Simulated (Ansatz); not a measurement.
Zr in space group P6/mmm (No. 191; Zr on 1a, Zr on 2d) under volume change, DFT-PBEsol in the program Ansatz with PAW potentials, shape and atoms relaxed at each volume.

| V (Å³/atom) | E − E(relaxed) (meV/atom) | P (GPa) |
|---|---|---|
| 20.198 | 65.9 | 11.34 |
| 20.864 | 27.9 | 7.03 |
| 21.529 | 6.7 | 3.28 |
| 22.195 | 0.0 | 0.00 |
| 22.861 | 6.1 | -2.86 |
| 23.527 | 23.2 | -5.35 |
| 24.193 | 50.1 | -7.53 |

What does a third-order Birch–Murnaghan fit give for V₀, B₀ and B′?

V₀ = 22.20 Å³/atom, B₀ = 102 GPa, B′ = 3.5.

This is a known high-pressure phase of the composition, computed here at zero pressure and temperature. Symmetry was held in the PBEsol relaxation; of distortions, only those at the zone centre were tested. The run is not spin-polarised.

Potentials: the later of the program's two PAW sets.
